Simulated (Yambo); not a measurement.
Material: HgAl2S4 (space group I-4, No. 82); a = b = c = 6.465 Å, α = β = 128.90°, γ = 75.16° (7 atoms in the cell). The geometry is that of Materials Project entry mp-7906, symmetrised and not relaxed again.

With PBEsol (pw.x of Quantum ESPRESSO, ONCV potentials, scalar-relativistic), the gap between the mesh's edge points (X → Γ) is 2.023 eV.

Problem. By how much does one-shot G0W0 (Yambo; 4×4×4 Γ-centred k mesh, bands 5 to 169 and a 6 Ry block in the screening, 169 bands in G with the Bruneval-Gonze terminator, plasmon pole fitted at 27.2 eV) open this gap, and what gap results?

Solution. The correction is 1.357 eV, giving 3.380 eV, 1.7 times the PBEsol value.  Nearest settings tried, and what they do to the gap: 2 Ry block (69 vectors against 271): -161 meV. Not varied: bands in G, bands in W, mesh. So the settings aren't converged at that level. Spin-orbit coupling is left out, which matters for elements this heavy: edges can move by tenths of an eV.
